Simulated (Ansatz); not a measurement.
ZnP$_{2}$O$_{6}$ in space group C2/c (No. 15; Pearson symbol mS36), plane-wave PAW PBE (Ansatz code), all energies at zero smearing, with the estimated change up to a 700 eV cutoff added, with one set of potentials and settings (totals compare only within such a set). Cell of 18 atoms (2 Zn, 4 P, 12 O): -16476.358 eV.

```tsv
element	reference phase	E (eV/atom)
Zn	C2/m, 3 atoms in the cell	-3319.0295
P	Cmce, 4 atoms in the cell	-755.6743
O	C2/m, 4 atoms in the cell, spin-polarised	-565.0000
```

Formation energy per atom, worked out: (-16476.358 − 2×(-3319.0295) − 4×(-755.6743) − 12×(-565.0000))/18 = -1.978 eV/atom (-191 kJ per mol of atoms), at 0 K, without zero-point energy or fitted corrections.

The workflow started from a Materials Project entry (that database holds measured and hypothetical structures alike); the Crystallography Open Database files this formula in space group No. 15, but the cells were not matched. Its standing as an ambient phase is unchecked. The PBE relaxation kept the symmetry of its start; whether a distortion lowers the energy is not shown. The references are the lowest solids computed at this level, not always the standard phases (solids in place of the gases).

Potentials: the later of the program's two PAW sets.
